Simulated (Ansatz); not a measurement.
Si₂W (MoSi2 or CaC2 type, space group No. 139) at seven volumes, PBE in the plane-wave PAW code Ansatz, shape and atoms relaxed at each. One row is withheld.

| V (Å³/atom) | P (GPa) |
|---|---|
| 12.444 | 25.22 |
| 12.855 | 15.43 |
| 13.265 | ? |
| 13.675 | 0.00 |
| 14.085 | -6.02 |
| 14.496 | -11.12 |
| 14.906 | -15.43 |

Task: Fit the shown pressures and predict the withheld one.

Result: P = (3/2)B₀(x^(7/2) − x^(5/2))[1 + (3/4)(B′ − 4)(x − 1)] with x = (V₀/V)^(2/3). Least squares on the six rows gives V₀ = 13.675 Å³/atom, B₀ = 217 GPa, B′ = 4.43. At V = 13.265, x = 1.0205 and P = 7.07 GPa. The run itself gave 7.09 GPa.

Space group I4/mmm (MoSi2 or CaC2 type). The cell was relaxed with PBE under the symmetry of its start. The run is not spin-polarised. Spin–orbit coupling is left out wherever it is not named.

Potentials: the earlier of the program's two PAW sets.
